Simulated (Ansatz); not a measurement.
Sr2TaNO3:
```yaml
crystal:
  lattice:
    - [-1.97763, 1.97763, 6.51409]
    - [1.97763, -1.97763, 6.51409]
    - [1.97763, 1.97763, -6.51409]
  atoms:
    - { symbol: Ta, position: [0.99124, 0.99124, 0.00000] }
    - { symbol: O, position: [0.50677, 0.00677, 0.50000] }
    - { symbol: O, position: [0.00677, 0.50677, 0.50000] }
    - { symbol: O, position: [0.16019, 0.16019, 0.00000] }
    - { symbol: N, position: [0.84496, 0.84496, 0.00000] }
    - { symbol: Sr, position: [0.34242, 0.34242, 0.00000] }
    - { symbol: Sr, position: [0.64766, 0.64766, 0.00000] }
```

Cartesian axes are those of the cell as given.

Problem. Give the proper piezoelectric stress tensor with relaxed ions from PBEsol (plane waves, PAW; program Ansatz).

Solution. In C/m², rows x, y, z, Voigt columns; mesh uncertainty up to 0.00.
```
 0.00   0.00   0.00   0.00  -0.41   0.00
 0.00   0.00   0.00  -0.41   0.00   0.00
 0.33   0.33  -1.58   0.00   0.00   0.00
```

The elastic tensor of the same run (GPa):

```
 297  61.9  84.6   0.0   0.0   0.0
61.9   297  84.6   0.0   0.0   0.0
84.6  84.6   211   0.0   0.0   0.0
 0.0   0.0   0.0  66.0   0.0   0.0
 0.0   0.0   0.0   0.0  66.0   0.0
 0.0   0.0   0.0   0.0   0.0  72.3
```

Problem. Convert to strain constants d = e·S.

Solution. In pC/N:
```
  0.0    0.0    0.0    0.0   -6.3    0.0
  0.0    0.0    0.0   -6.3    0.0    0.0
  3.3    3.3  -10.1    0.0    0.0    0.0
```

Space group I4mm. The start of the workflow was typed in or built on a structure type; neither database checked (COD, Materials Project) lists it. Its standing as an ambient phase is unchecked. The PBEsol relaxation kept the symmetry of its start; whether a distortion lowers the energy is not shown. No spin polarisation was allowed. Signs of piezoelectric constants follow the polarity of the cell as given. Spin–orbit coupling is left out wherever it is not named.

Potentials: the earlier of the program's two PAW sets. The files were generated under PBE; for other functionals the program regenerates the frozen cores, and for LDA and PBEsol the local potential too.
